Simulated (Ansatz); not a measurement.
SrCd:
```yaml
crystal:
  lattice:
    - [4.04478, 0.00000, 0.00000]
    - [0.00000, 4.04478, 0.00000]
    - [0.00000, 0.00000, 4.04478]
  atoms:
    - { symbol: Sr, position: [0.50000, 0.50000, 0.50000] }
    - { symbol: Cd, position: [0.00000, 0.00000, 0.00000] }
```

Relaxed with r²SCAN.

Problem. Map the electron localisation function on the plane through (0.500, 0.500, 0.500) spanned by u = [1, 0, 0] and v = [0, 1, 1] in lattice vectors, from r²SCAN in the plane-wave PAW code Ansatz.

Solution. x is the fraction of u, y of v (the angle between them is 90°; rows are the nearest grid lines); atoms in the plane: Sr at (0.00, 0.00), Cd at (0.50, 0.50).
```
|006997300000003799600|
|027997200000002799720|
|999974000111000479999|
|999851001222100158999|
|876410012333210014678|
|332100123343321001233|
|000122332222233221000|
|112233222222222332211|
|333332222333222233333|
|444332234444432233444|
|444322356787653223444|
|443322457999754223344|
|443322457999754223344|
|444322356787653223444|
|444332234444432233444|
|333332222333222233333|
|112233222222222332211|
|000122332222233221000|
|332100123343321001233|
|876410012333210014678|
|999851001222100158999|
|999974000111000479999|
|027997200000002799720|
|006997300000003799600|
```
Scale: ten equal steps from 0.006 (start of '0') to 0.910 (end of '9'), in the order '0123456789'; x runs from 0.000 to 1.00, y from 0.000 (bottom) to 1.00 (top).

The density is the valence pseudo-density with augmentation charge, so density and ELF within about 1 Å of a nucleus are not all-electron values.

Space group Pm-3m (CsCl type). The workflow started from an entry of the Crystallography Open Database (COD). Its standing as an ambient phase is unchecked. The cell was relaxed with r²SCAN under the symmetry of its start; whether a distortion lowers the energy is not shown.

Potentials: the later of the program's two PAW sets.
